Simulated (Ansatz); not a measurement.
CdSe with hydrogen replacing Se: gradients before and after relaxing the atoms

Start: a supercell of CdSe (wurtzite type, P6_3mc) built from an entry of the Crystallography Open Database (COD) (the entry's cell lengths or inner coordinates differ somewhat from later room-temperature determinations), with all atoms left at the host's positions.

Space group P3m1 (No. 156); a = 8.6000, c = 14.0400 Å, γ = 120.00°.

```csv
site,Wyckoff,site symmetry,x,y,z
Cd1,1a,3m.,0.0000,0.0000,0.0000
Cd2,1a,3m.,0.0000,0.0000,0.5000
Cd3,3d,.m.,0.0000,0.5000,0.0000
Cd4,3d,.m.,0.0000,0.5000,0.5000
Cd9,3d,.m.,0.1667,0.8333,0.2500
Cd10,3d,.m.,0.1667,0.8333,0.7500
Cd15,1c,3m.,0.6667,0.3333,0.2500
Cd16,1c,3m.,0.6667,0.3333,0.7500
H,1a,3m.,0.0000,0.0000,0.1925
Se18,1a,3m.,0.0000,0.0000,0.6925
Se19,3d,.m.,0.0000,0.5000,0.1925
Se20,3d,.m.,0.0000,0.5000,0.6925
Se25,3d,.m.,0.1667,0.8333,0.4425
Se26,3d,.m.,0.1667,0.8333,0.9425
Se31,1c,3m.,0.6667,0.3333,0.4425
Se32,1c,3m.,0.6667,0.3333,0.9425
```

One atom of each set is listed.

The numbers come from a DFT calculation in Ansatz (PBE, plane waves and PAW, scalar-relativistic, 420 eV cutoff, Γ-centred 3×3×2 k-points, Fermi–Dirac smearing 0.01 eV, cell charge +1).

The largest force at the start is 0.59 eV/Å. Relaxing the ions at fixed cell moves them by 0.164 Å at most (atom 32, Se) and 0.093 Å rms.

```
site  moved (Å)                       first shell before                        first shell after  V_zz before (10²¹ V/m²)  η before
 Cd1      0.145       3 Se at 2.61 Å; also 1 H at 2.70 Å       3 Se at 2.61 Å; also 1 H at 2.61 Å                    16.25      0.00
 Cd2      0.106                      4 Se at 2.61–2.70 Å                      4 Se at 2.62–2.64 Å                     2.44      0.00
 Cd3      0.068                      4 Se at 2.61–2.70 Å                      4 Se at 2.61–2.64 Å                     3.80      0.11
 Cd4      0.046                      4 Se at 2.61–2.70 Å                      4 Se at 2.64–2.65 Å                     2.37      0.25
 Cd9      0.101  3 Se at 2.61–2.70 Å; also 1 H at 2.61 Å  3 Se at 2.63–2.66 Å; also 1 H at 2.50 Å                    12.66      0.18
Cd10      0.101                      4 Se at 2.61–2.70 Å                      4 Se at 2.63–2.68 Å                     4.23      0.01
Cd15      0.142                      4 Se at 2.61–2.70 Å                      4 Se at 2.61–2.65 Å                     1.93      0.00
Cd16      0.135                      4 Se at 2.61–2.70 Å                      4 Se at 2.63–2.67 Å                     3.29      0.00
   H      0.053                      4 Cd at 2.61–2.70 Å                      4 Cd at 2.50–2.61 Å                   -0.005      0.00
Se18      0.020                      4 Cd at 2.61–2.70 Å                      4 Cd at 2.62–2.63 Å                    -0.46      0.00
Se19      0.049                      4 Cd at 2.61–2.70 Å                      4 Cd at 2.64–2.66 Å                     8.70      0.50
Se20      0.071                      4 Cd at 2.61–2.70 Å                      4 Cd at 2.63–2.65 Å                    -0.15      0.60
Se25      0.134                      4 Cd at 2.61–2.70 Å                      4 Cd at 2.63–2.65 Å                     4.77      0.00
Se31      0.049                      4 Cd at 2.61–2.70 Å                      4 Cd at 2.61–2.64 Å                    -0.66      0.00
Se32      0.164                      4 Cd at 2.61–2.70 Å                      4 Cd at 2.61–2.67 Å                    -1.79      0.00
```

(1) How do the gradients change?

## Answers

(1) 

| site | V_zz after | η after | change of V_zz |
| --- | --- | --- | --- |
| Cd1 | 15.04 | 0.00 | -1.21 |
| Cd2 | -2.34 | 0.00 | -4.78 |
| Cd3 | -2.16 | 0.82 | – |
| Cd4 | 0.13 | 0.74 | – |
| Cd9 | 11.27 | 0.15 | -1.39 |
| Cd10 | 1.49 | 0.88 | -2.74 |
| Cd15 | -2.96 | 0.00 | -4.89 |
| Cd16 | 3.55 | 0.00 | +0.26 |
| H | -0.024 | 0.00 | -0.02 |
| Se18 | 2.74 | 0.00 | +3.20 |
| Se19 | 9.63 | 0.09 | +0.93 |
| Se20 | 2.30 | 0.03 | – |
| Se25 | 6.95 | 0.09 | +2.18 |
| Se31 | 0.98 | 0.00 | +1.64 |
| Se32 | -0.29 | 0.00 | +1.50 |

The largest change of V_zz along a kept axis is on Cd15, from 1.93 to -2.96. Small gradients that grow severalfold: Se18 (-0.46 to 2.74), Se20 (-0.15 to 2.30). In per cent, |V_zz| changes by -65 to +8 on Cd, -84 to +46 on Se (all sites that start above 0.5, bar those whose gradient vanishes or changes sign or whose main axis turns by over 40°). Where |V_zz| stays above 0.1 and the axes keep their order, η moves most on Cd10, from 0.01 to 0.88. On Cd9 V_xx and V_yy change places (or their axes turn by over 50°), so the two values of η hide a larger change. V_zz changes sign on Cd2 (same axis), Cd15 (same axis), Se31 (same axis), Se18 (same axis). On Cd3, Cd4, Se20 the largest principal value lies along another axis in the second run, so the two V_zz can't be compared directly. The table leaves out 1 of the 16 sites, with |V_zz| up to 6.56; their tensors move by 2.65 at most along any direction. The statements above cover all sites. The host's own positions weren't relaxed first, so part of the change far from the defect can be the host's relaxation.

The defect repeats with the cell of 32 atoms, so it feels its images: sites between two images don't show the values beside a lone defect, and zeros or small values of η there can come from the images' arrangement. Cd and Se carry a gradient in the pure host already, so the values there aren't the defect's effect alone. A uniform background compensates the cell's charge. Without spin–orbit coupling (the program notes it for Cd) the gradients can shift somewhat, as the gap is small. With a gap of 0.9 eV on this mesh, small gradients can still move by 0.1 × 10²¹ V/m² or more as the k-mesh gets denser.
Before: The neighbours have not yet relaxed around the defect (largest force 0.59 eV/Å), so a real crystal will differ.
After: The relaxation keeps the site symmetry 3m of the start, so the impurity can move only along its axis; a start off the site could end lower.
